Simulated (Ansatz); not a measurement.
Input:

In:
```
CELL_PARAMETERS angstrom
     -1.61043     1.61043     2.52590
      1.61043    -1.61043     2.52590
      1.61043     1.61043    -2.52590
ATOMIC_POSITIONS crystal
  In 0.00000 0.00000 0.00000
```

This is the r²SCAN-relaxed structure.

Task: All from DFT-r²SCAN in the program Ansatz with PAW potentials, unless another level is named. Predict the density of states at the Fermi level.

Result: 0.40 states/eV per atom (mean over ±0.08 eV).

Task: And the gap with spin–orbit coupling?

Result: none (metallic).

Space group I4/mmm (body-centred tetragonal). The cell was relaxed with r²SCAN under the symmetry of its start. Spin–orbit coupling is left out wherever it is not named.

Potentials: the later of the program's two PAW sets.
